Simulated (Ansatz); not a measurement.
The end point of a relaxation of GaN. Space group P6₃mc (No. 186), AFLOW prototype AB_hP8_186_ab_ab (B5, as in SiC). Method: r2SCAN (plane waves to 500 eV, PAW, scalar-relativistic; Ansatz, a program for electronic structure).

```cif
data_Ga4N4
_chemical_formula_sum 'Ga4 N4'
_space_group_name_H-M_alt 'P63mc'
_space_group_IT_number 186
_space_group_name_Hall 'P 6c -2c'
_cell_length_a 3.18163
_cell_length_b 3.18163
_cell_length_c 10.37757
_cell_angle_alpha 90.000
_cell_angle_beta 90.000
_cell_angle_gamma 120.000
loop_
_atom_site_label
_atom_site_type_symbol
_atom_site_symmetry_multiplicity
_atom_site_Wyckoff_symbol
_atom_site_fract_x
_atom_site_fract_y
_atom_site_fract_z
_atom_site_occupancy
Ga1 Ga 2 a 0.00000 0.00000 0.00052 1
Ga2 Ga 2 b 0.33333 0.66667 0.25022 1
N1 N 2 a 0.00000 0.00000 0.31252 1
N2 N 2 b 0.33333 0.66667 0.06237 1
```

Predict the band gap from r2SCAN.

2.26 eV, direct at Γ (no spin-orbit coupling).

No spin polarisation in the result.

The run could not lose the symmetry of its start.

The first start was generated by placing the elements on the sites of a structure type. A measured structure of GaN has the same space group, P6₃mc (No. 186); the sites were not compared with it.
